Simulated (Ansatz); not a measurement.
Li2O:
Space group Fm-3m (No. 225); a = b = c = 4.573 Å, α = β = γ = 90.00°

```tsv
atom	site	symmetry	x	y	z
O	4a	m-3m	0.0000	0.0000	0.0000
Li	8c	-43m	0.2500	0.2500	0.2500
```
(The calculation used a cell of 3 atoms; values per cell refer to that cell.)

Relaxed with r²SCAN. r²SCAN (plane waves, PAW; program Ansatz) gives a gap of 5.77 eV.

Problem. What gap does HSE06 give on the same cell (Ansatz, PAW)?

Solution. 6.65 eV, 0.89 eV more. The hybrid was solved on a coarser mesh and at special points; its gap is the smallest among all of these.

```json
[
 {"k": "Γ", "v1 r²SCAN": "0.00", "c1 r²SCAN": "6.20", "v1 HSE06": "…", "c1 HSE06": "…"},
 {"k": "X", "v1 r²SCAN": "-1.42", "c1 r²SCAN": "5.77", "v1 HSE06": "-1.52", "c1 HSE06": "6.65"},
 {"k": "L", "v1 r²SCAN": "-0.46", "c1 r²SCAN": "10.28", "v1 HSE06": "…", "c1 HSE06": "…"},
 {"k": "W", "v1 r²SCAN": "-1.53", "c1 r²SCAN": "8.02", "v1 HSE06": "…", "c1 HSE06": "…"},
 {"k": "K", "v1 r²SCAN": "-1.11", "c1 r²SCAN": "7.40", "v1 HSE06": "…", "c1 HSE06": "…"}
]
```

Problem. Top valence (v1) and lowest conduction level (c1) in eV from each method's valence maximum (which need not be a listed point): supply the withheld HSE06 values.

Solution. 
- L, v1 HSE06: -0.50
- L, c1 HSE06: 11.33
- K, v1 HSE06: -1.20
- K, c1 HSE06: 8.33
- Γ, v1 HSE06: 0.00
- Γ, c1 HSE06: 7.16
- W, v1 HSE06: -1.65
- W, c1 HSE06: 8.97

Cost on shared cores: the r²SCAN run (SCF on a 10×10×10 mesh, then bands and DOS) about 10 core-seconds (a rough figure), the HSE06 run (SCF on 8×8×8, then a few points) roughly 90 core-seconds; the tasks are unlike.

Symmetry was held in the r²SCAN relaxation.

Potentials: the later of the program's two PAW sets.
